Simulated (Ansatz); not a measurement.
## GeSe$_{2}$, first-principles data

GeSe2:
```xyz
6
Lattice="5.4487 0.0000 0.0000 0.0000 6.9538 0.0000 0.0000 0.0000 4.1053" Properties=species:S:1:pos:R:3 pbc="T T T"
Ge     0.0000     0.0000     0.0000
Ge     2.7244     3.4769     2.0526
Se     0.9004     2.6737     0.0000
Se     3.6247     0.8033     2.0526
Se     1.8240     6.1506     2.0526
Se     4.5484     4.2802     0.0000
```

Space group Pnnm (No. 58); conventional cell a = 5.449 Å, b = 6.954 Å, c = 4.105 Å, α = 90.00°, β = 90.00°, γ = 90.00°.

Method: DFT-PBE in the program Ansatz with PAW potentials. Geometry: relaxed at this level of theory. Other levels are named where they apply.

### Cell and energy

```yaml
volume_per_atom: 25.92 Å³
density: 4.92 g/cm³
Formation energy from the elements (no fitted shifts): -0.065 eV/atom
```

### Electronic structure

```yaml
electronic_character: metallic (no gap)
Density of states at the Fermi level: 0.12 states/eV per atom (mean over ±0.08 eV)
```

### Mechanics

```yaml
Bulk modulus (Birch–Murnaghan fit): 31.5 GPa
Pressure derivative B′: 1.4
```

A made-up cell: these elements were put on the sites of a structure type; neither database checked (COD, Materials Project) lists it. Its standing as an ambient phase is unchecked. The cell was relaxed with PBE under the symmetry of its start; whether a distortion lowers the energy is not shown. The references are the lowest solids computed at this level, not always the standard phases. Spin–orbit coupling is left out wherever it is not named.

Potentials: the later of the program's two PAW sets.
